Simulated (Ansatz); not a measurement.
VPt$_{3}$:
```cif
data_Pt6V2
_chemical_formula_sum 'V2 Pt6'
_space_group_name_H-M_alt 'I4/mmm'
_space_group_IT_number 139
_space_group_name_Hall '-I 4 2'
_cell_length_a 3.84077
_cell_length_b 3.84077
_cell_length_c 7.81189
_cell_angle_alpha 90.000
_cell_angle_beta 90.000
_cell_angle_gamma 90.000
loop_
_atom_site_label
_atom_site_type_symbol
_atom_site_symmetry_multiplicity
_atom_site_Wyckoff_symbol
_atom_site_fract_x
_atom_site_fract_y
_atom_site_fract_z
_atom_site_occupancy
V1 V 2 a 0.00000 0.00000 0.00000 1
Pt1 Pt 4 d 0.00000 0.50000 0.25000 1
Pt2 Pt 2 b 0.00000 0.00000 0.50000 1
```
(The calculation used a cell of 4 atoms; values per cell refer to that cell.)
The run is spin-polarised, in the one order tried: ferromagnetic.

Relaxed at zero pressure with PBEsol in the plane-wave PAW code Ansatz.

Problem. The volume is lowered by 9 % and shape and atoms relax at that volume. What pressure results, and how do the axes share the change?

Solution. 33.4 GPa; a -2.9 %, b -2.9 %, c -3.4 %; the energy rises by 123 meV/atom.

Problem. Give the new structure.

Solution. 
Space group I4/mmm (No. 139); a = b = 3.728 Å, c = 7.545 Å, α = β = γ = 90.00°

```
atom  site  symmetry       x       y       z
----  ----  --------  ------  ------  ------
V       2a     4/mmm  0.0000  0.0000  0.0000
Pt      4d      -4m2  0.0000  0.5000  0.2500
Pt      2b     4/mmm  0.0000  0.0000  0.5000
```

The phase is kept; no other phase was compared at this pressure.

The first step of the workflow began from a Materials Project structure, measured or hypothetical; the Crystallography Open Database files this formula in space group No. 139, but the cells were not matched. Whether it is the stable phase at ambient conditions was not checked. The PBEsol relaxation kept the symmetry of its start; whether a distortion lowers the energy is not shown. Spin order of the final state: ferromagnetic, the only order run, not a proven ground state. Axis ratios of metals converge slowly with the k-mesh, so a and c are less sure than the volume. Scalar-relativistic: spin–orbit coupling is off unless named, which matters more the heavier the elements.

Potentials: the later of the program's two PAW sets.
